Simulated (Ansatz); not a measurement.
**Competing collinear orders in AlFe (Pm-3m)**

Geometry: a structure as deposited in COD, repeated to hold the magnetic orders; nothing is relaxed.

Settings: PBE, 10×10×10 k mesh, Fermi–Dirac smearing of 0.1 eV. PAW means Ansatz 0.2.0 on its default frozen-core files; LAPW is all-electron LAPW in Ansatz 0.2.0. Site moments are integrated in spheres about the atoms, whose radii differ between the methods.

Input of the first run:

```yaml
crystal:
  lattice:
    - [2.91, 2.91, 0.0]
    - [2.91, 0.0, 2.91]
    - [2.91, 0.0, -2.91]
  atoms:
    - { symbol: Al, position: [0.0, 0.0, 0.0] }
    - { symbol: Al, position: [0.0, 0.5, 0.5] }
    - { symbol: Fe, position: [0.5, 0.25, 0.75], spin: 3.0 }
    - { symbol: Fe, position: [0.5, 0.75, 0.25], spin: 3.0 }
magnetization:
  spin_polarized: true
kpoints:
  mp_grid: { grid: [10, 10, 10] }
scf:
  occupations: { method: fermi_dirac, width: 0.1 }
  lower_state_search: "off"
hamiltonian:
  xc: pbe
  pseudopotentials: { kind: paw }
output:
  forces: true
  stress: true
  eigenvalues: true
  populations: true
  write_density: true
  write_potential: true
  elf: true
  volumetric_format: npy
```

Command: `ansatz run input.yaml --threads 2 --pin off --max-ram 6144MiB --backend cpu --events-out ev --progress --plain --runs-dir out`

The input for «start Fe3↑ Fe4↓» by LAPW differs from it in these lines, output keys apart:

```diff
-    - { symbol: Fe, position: [0.5, 0.75, 0.25], spin: 3.0 }
+    - { symbol: Fe, position: [0.5, 0.75, 0.25], spin: -3.0 }
-  pseudopotentials: { kind: paw }
+  pseudopotentials: { kind: all_electron, lapw: { basis_error: 0.001 } }
```

Energies count from the run that starts all moments parallel. Patterns list the atoms that start with 0.5 μB or more.

```
               start  ΔF PAW (meV/atom)  ΔF LAPW (meV/atom)  largest moment, PAW (μB)  M, PAW (μB/cell)  order at the end, PAW  P, PAW (GPa)
          Fe3↑, Fe4↑                0.0                 0.0                         ?              1.43                   kept          -5.7
          Fe3↑, Fe4↓              +14.9               +15.3                      0.00              0.00           moments lost          -6.6
no spin polarisation              +14.9                   –                      0.00              0.00                      –          -6.6
```

What belongs in the row "Fe3↑, Fe4↑", column "largest moment, PAW (μB)"?

0.76.

The lowest of these ends as follows. Site moments (μB): Al1 -0.03, Al2 -0.03, Fe3 0.76, Fe4 0.76. Cell moment 1.43 μB. Orders of other supercells weren't tried and can lie lower.

The Ansatz runs typed with the search for lower states off end where their start leads. The magnetic state is the one that this cell and start allow. It needn't be the compound's measured order, which may need a larger cell or be absent.
